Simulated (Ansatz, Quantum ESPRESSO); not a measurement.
RuAu: programs and potentials compared

```xyz
2
Lattice="3.1648 0.0000 0.0000 0.0000 3.1648 0.0000 0.0000 0.0000 3.1648" Properties=species:S:1:pos:R:3 pbc="T T T"
Ru    0.0000    0.0000    0.0000
Au    1.5824    1.5824    1.5824
```

The cell comes from a database or a generator and needn't be the stable form of this composition.

Alike in all runs: task equation of state; functional PBE; k mesh 8 × 8 × 8; occupations fermi-dirac, width 0.05 eV; no spin polarisation; no spin-orbit coupling.

```csv
program and potentials,plane-wave cutoff (eV),notes,equilibrium volume (Å³/atom),bulk modulus (GPa)
"Quantum ESPRESSO, SSSP 1.3 efficiency PBE",816,-,15.84,208.7
"Ansatz, Ansatz PAW (earlier soft set)",420,-,15.88,207.4
"Ansatz, all-electron LAPW, scalar-relativistic",-,-,15.88,207.1
```

The equilibrium volume spans 15.84 (Quantum ESPRESSO, SSSP 1.3 efficiency PBE) to 15.88 Å³/atom (Ansatz, Ansatz PAW (earlier soft set)), with all-electron results at 15.88. The bulk modulus spans 207.1 (Ansatz, all-electron LAPW, scalar-relativistic) to 208.7 GPa (Quantum ESPRESSO, SSSP 1.3 efficiency PBE), with all-electron results at 207.1. For a metal such a mesh isn't converged, which the comparison doesn't need.

The functional is the same throughout but for its coding, so the spread measures potentials, basis and numerics; runs on potential files found faulty are left out.
